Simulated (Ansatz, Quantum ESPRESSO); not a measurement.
Given: the input of a run of Quantum ESPRESSO 7.5 on GaB. The cell comes from a database or a generator and needn't be the stable form of this composition.

The input pw.in:

```
&CONTROL
  calculation = 'scf'
  prefix = 'pwscf'
  outdir = './tmp'
  pseudo_dir = './pseudo'
  tprnfor = .true.
  tstress = .true.
  disk_io = 'low'
/
&SYSTEM
  ibrav = 0
  nat = 2
  ntyp = 2
  ecutwfc = 70
  ecutrho = 560
  nbnd = 14
  occupations = 'smearing'
  smearing = 'fd'
  degauss = 0.00367493
/
&ELECTRONS
  conv_thr = 4d-10
  electron_maxstep = 120
  mixing_beta = 0.5
/
ATOMIC_SPECIES
Ga    69.7230 Ga.pbe-dn-kjpaw_psl.1.0.0.UPF
B     10.8100 b_pbe_v1.4.uspp.F.UPF
CELL_PARAMETERS angstrom
   2.7182400000    0.0000000000    0.0000000000
   0.0000000000    2.7182400000    0.0000000000
   0.0000000000    0.0000000000    3.2362100000
ATOMIC_POSITIONS crystal
Ga     0.5000000000    0.5000000000    0.5000000000
B      0.0000000000    0.0000000000    0.0000000000
K_POINTS automatic
10 10 8 0 0 0
```

The input pp_density.in:

```
&INPUTPP
  prefix = 'pwscf'
  outdir = './tmp'
  filplot = 'density.dat'
  plot_num = 0
/
&PLOT
  nfile = 1
  filepp(1) = 'density.dat'
  iflag = 3
  output_format = 6
  fileout = 'density.cube'
/
```

The input pp_potential.in:

```
&INPUTPP
  prefix = 'pwscf'
  outdir = './tmp'
  filplot = 'potential.dat'
  plot_num = 11
/
&PLOT
  nfile = 1
  filepp(1) = 'potential.dat'
  iflag = 3
  output_format = 6
  fileout = 'potential.cube'
/
```

Potentials or basis: SSSP 1.3 efficiency PBE.

Run with:

```sh
$ OMP_NUM_THREADS=1 pw.x -in pw.in > pw.out
$ OMP_NUM_THREADS=1 pp.x -in pp_density.in > pp_density.out
$ OMP_NUM_THREADS=1 pp.x -in pp_potential.in > pp_potential.out
```

Problem. What does the same run look like in Ansatz 0.2.0? Potentials or basis there: Ansatz PAW (earlier soft set), cutoff 420 eV.

Solution. As run (cutoffs and basis follow the program's own potentials, and thresholds, step limits or extra output files can differ):

Contents of input.yaml:

```yaml
crystal:
  lattice:
    - [2.71824, 0.0, 0.0]
    - [0.0, 2.71824, 0.0]
    - [0.0, 0.0, 3.23621]
  atoms:
    - { symbol: Ga, position: [0.5, 0.5, 0.5] }
    - { symbol: B, position: [0.0, 0.0, 0.0] }
hamiltonian:
  xc: pbe
  pseudopotentials: { kind: paw, azcp: { folder: soft_1 } }
kpoints:
  mp_grid: { grid: [10, 10, 8] }
scf:
  occupations: { method: fermi_dirac, width: 0.05 }
output:
  forces: true
  stress: true
  eigenvalues: true
```

Potentials or basis: Ansatz PAW soft_1.

Launch:

```sh
$ ansatz run input.yaml --threads 1 --pin off --max-ram 3584MiB --backend cpu --events-out ev --progress --plain --runs-dir out
```

Both were run:

|  | Quantum ESPRESSO | Ansatz |
| --- | --- | --- |
| Pressure | -0.3 GPa | -0.1 GPa |

Ansatz's pressure holds a Pulay term of +0.11 GPa for its cutoff of 420 eV, which the other run lacks.

Where Ansatz's input types no cutoff or centring, it takes its own default and a Γ-centred mesh.

Pressure is positive in compression.
